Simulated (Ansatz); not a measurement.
SrAg$_{2}$:
```yaml
crystal:
  lattice:
    - [-2.41015, 3.85636, 4.11904]
    - [2.41015, -3.85636, 4.11904]
    - [2.41015, 3.85636, -4.11904]
  atoms:
    - { symbol: Sr, position: [0.29451, 0.04451, 0.25000] }
    - { symbol: Sr, position: [0.70549, 0.95549, 0.75000] }
    - { symbol: Ag, position: [0.28131, 0.33681, 0.94450] }
    - { symbol: Ag, position: [0.71869, 0.66319, 0.05550] }
    - { symbol: Ag, position: [0.89230, 0.33681, 0.55550] }
    - { symbol: Ag, position: [0.10770, 0.66319, 0.44450] }
```

Relaxed with r²SCAN. Special points in fractions of this cell's reciprocal vectors: Γ (0.000, 0.000, 0.000); X (0.500, 0.500, -0.500); F2 (0.336, 0.664, -0.336); Σ0 (-0.336, 0.336, 0.336); Y0 (0.469, -0.469, 0.469); U0 (0.531, 0.469, -0.469); R (0.000, 0.500, 0.000); W (0.250, 0.250, 0.250); S (0.500, 0.000, 0.000); T (0.000, 0.000, 0.500).

### Question
List the band energies nearest the Fermi level at these points for plane-wave PAW r²SCAN (Ansatz code).

### Answer
In eV from the Fermi level; about four levels below and three above (degenerate sets whole), none deeper than 8.9 eV; points with the same levels are listed once.

```csv
k,below,above
Γ,-3.99 -3.93 -1.90 -0.68,0.41 0.45 0.82
X,-3.27 -3.17 -2.74 -1.70,1.21 1.84 3.28
F2,-2.58 -2.47 -1.41 -0.64,0.63 1.76 1.80
Y0,-3.34 -3.15 -2.73 -1.62,1.20 1.84 3.29
R,-3.34 -2.86 -2.12 -0.54,0.45 0.45 1.09
W,-2.83 -2.83 -2.09 -2.09,0.94 0.94 1.70 1.70
S,-4.10 -3.93 -3.90 -0.31,0.37 0.73 1.10
T,-3.17 -3.17 -1.33 -1.33,0.12 0.12 1.73 1.73
```

Space group Imma. The workflow started from a Materials Project entry (that database holds measured and hypothetical structures alike); the Crystallography Open Database files this formula in space group No. 74, but the cells were not matched. Whether it is the stable phase at ambient conditions was not checked. The cell was relaxed with r²SCAN under the symmetry of its start; its stability against distortions is not shown here. No spin polarisation was allowed. Spin–orbit coupling is left out wherever it is not named.

Potentials: the later of the program's two PAW sets.
